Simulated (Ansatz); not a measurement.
The relaxed structure here is a generated cell of BeTe: the first start was made by placing the elements on the sites of a structure type, and the end was not matched to a known phase here, so it may be hypothetical.

One stationary structure of BeTe. These are r2SCAN (plane waves to 500 eV, PAW, scalar-relativistic; Ansatz, a quantum-chemistry and plane-wave program) values and carry that method's errors.

```cif
data_Be2Te2
_chemical_formula_sum 'Be2 Te2'
_space_group_name_H-M_alt 'P 1'
_space_group_IT_number 1
_cell_length_a 3.83081
_cell_length_b 3.83081
_cell_length_c 6.65932
_cell_angle_alpha 107.702
_cell_angle_beta 107.702
_cell_angle_gamma 61.208
loop_
_space_group_symop_operation_xyz
  'x, y, z'
loop_
_atom_site_label
_atom_site_type_symbol
_atom_site_fract_x
_atom_site_fract_y
_atom_site_fract_z
_atom_site_occupancy
Be1 Be 0.00000 0.50000 0.50000 1
Be2 Be 0.50000 0.00000 0.00000 1
Te1 Te 0.68062 0.31938 0.75000 1
Te2 Te 0.31938 0.68062 0.25000 1
```

**Question.** Find the space group and the Wyckoff positions (tolerance 0.01 Å).

**Answer.** Space group C2/c (No. 15); a = 6.5944 Å, b = 3.9005 Å, c = 6.6593 Å, α = γ = 90.00°, β = 110.69°

```json
[
 {"atom": "Be", "site": "4c", "symmetry": "-1", "x": "0.2500", "y": "0.2500", "z": "0.0000"},
 {"atom": "Te", "site": "4e", "symmetry": "2", "x": "0.0000", "y": "0.3194", "z": "0.2500"}
]
```

**Question.** Give the shortest distances between elements (the closest pairs, up to four, under 3.6 Å).

**Answer.** Be–Te 2.52 Å.

The volume per atom is 20.03 Å³ and the band gap is no gap (metallic).

No spin polarisation in the result.

The run could not lower the symmetry of its start; a shaken copy of this end point relaxes with r2SCAN to F-43m (No. 216), 0.58 eV/atom lower.
